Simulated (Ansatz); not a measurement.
**Compressing NaHg2**

All numbers below come from DFT r2SCAN, scalar-relativistic, plane waves, PAW in Ansatz 0.2.0. (500 eV cutoff, 12×12×14 k-mesh, Gaussian smearing of 0.10 eV, no spin polarisation)

Reference structure (relaxed):

```yaml
crystal:
  lattice:
    - [5.09197, 0.00000, 0.00000]
    - [-2.54599, 4.40978, 0.00000]
    - [0.00000, 0.00000, 3.23800]
  atoms:
    - { symbol: Na, position: [0.00000, 0.00000, 0.00000] }
    - { symbol: Hg, position: [0.33333, 0.66667, 0.50000] }
    - { symbol: Hg, position: [0.66667, 0.33333, 0.50000] }
```

Cell and atoms are relaxed at each pressure within the symmetry of the start, at zero temperature, so transitions that lower the symmetry aren't seen. The k-mesh given is that at zero pressure and may differ at others. a, b and c are the lengths of the cell vectors above.

Spin–orbit coupling is left out, which can shift energies with elements as heavy as these.

```
P (GPa) V (Å³/atom) V/V0  a (Å) b (Å) c (Å)
     -3        31.05  1.281  5.332  5.332  3.784
      0        24.24  1.000  5.092  5.092  3.238
      3        22.32  0.921  4.987  4.987  3.109
      8        20.52  0.847  4.871  4.871  2.995
     15        18.97  0.783  4.759  4.759  2.901
     30        17.03  0.703  4.612  4.612  2.774
     60        14.95  0.617  4.431  4.431  2.637
```

Q: What bulk modulus and pressure derivative fit these points?

A: A third-order Birch–Murnaghan fit gives B0 = 28 GPa and B0' = 6.4.

Q: Which cell vector or vectors give way most up to 60 GPa?

A: c: the changes are a -13.0 %, b -13.0 %, c -18.6 %.